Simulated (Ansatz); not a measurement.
The start is a relaxed TaRu cell with every coordinate shifted by Gaussian noise of σ = 0.1 Å. The cell and all atomic positions are relaxed at zero pressure with PBEsol (plane waves to 420 eV, PAW, scalar-relativistic; Ansatz, an electronic-structure program). First-step values are on the input's coarse k-mesh.

Ansatz input (later rounds restart from its end on a renewed k-mesh):
Ansatz 0.2 input:
```yaml
crystal:
  lattice:
    - [3.0245490217, 0, 0]
    - [0, 3.0245490217, 0]
    - [0, 0, 3.3863103279]
  atoms:
    - { symbol: Ta, position: [0.4347420301, 0.4796124268, 0.5315447386] }
    - { symbol: Ru, position: [-0.0021507203, -0.0218575342, -0.0196225339] }
basis: { ecutwfc: 420, ecutrho_ratio: 4, xc_grid: 2, fft_grid_basis: typed }
kpoints: { mp_grid: { grid: [11, 11, 10] } }
hamiltonian:
  xc: pbesol
  dispersion: none
  pseudopotentials: { kind: paw }
scf: { occupations: { method: fermi_dirac, width: 0.05 } }
relax: { f_tol: 0.01, max_steps: 100, cell: { stress_tol: 0.02 } }
output: { forces: true, stress: true }
```

### Question
How large is the pressure on the unrelaxed cell, and of which sign?

### Answer
+5.6 GPa (positive: the cell is compressed).

### Question
What is the largest force in the starting geometry, and on which atom (counted from 1)?

### Answer
1.61 eV/Å, on Ta1, Ru2 (atoms numbered as listed).

### Question
By how much does the energy per atom fall from start to end?

### Answer
0.10 eV/atom.

### Question
How do the shortest distances between atoms change?

### Answer
The closest pairs of elements (up to four, under 3.6 Å), start → end: Ru–Ta 2.52 → 2.73 Å; Ru–Ru 3.02 → 3.02 Å; Ta–Ta 3.02 → 3.02 Å.

### Question
What band gap does the relaxed structure have at this level?

### Answer
No gap (metallic).

Final values are on a 15×15×14 k-mesh of the relaxed cell. No spin polarisation in the result.
